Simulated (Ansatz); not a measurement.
Co3O4 in space group Fd-3m (No. 227; Co on 16c, Co on 8b, O on 32e), the program Ansatz at the PBE level (PAW), all energies at zero smearing, with the estimated change up to a 700 eV cutoff added, with one set of potentials and settings (totals compare only within such a set). Cell of 14 atoms (6 Co, 8 O): -35291.028 eV.

| element | reference phase | E (eV/atom) |
|---|---|---|
| Co | P6_3/mmc, 2 atoms in the cell, spin-polarised | -5126.1613 |
| O | C2/m, 4 atoms in the cell, spin-polarised | -565.0042 |

Formation energy per atom, worked out: (-35291.028 − 6×(-5126.1613) − 8×(-565.0042))/14 = -1.002 eV/atom (-97 kJ per mol of atoms), at 0 K, without zero-point energy or fitted corrections.

The first step of the workflow began from a Materials Project structure, measured or hypothetical; the Crystallography Open Database files this formula in space group No. 227, but the cells were not matched. Its standing as an ambient phase is unchecked. The PBE relaxation kept the symmetry of its start, as lowered by the spin order; whether a distortion lowers the energy is not shown. Spin order of the final state: antiferromagnetic, chosen from 2 collinear starts compared on coarse meshes (ties went to the first, and starts can fall back to one state), not a proven ground state. No Hubbard U is applied. The references are the lowest solids computed at this level, not always the standard phases (solids in place of the gases).

Potentials: the earlier of the program's two PAW sets.
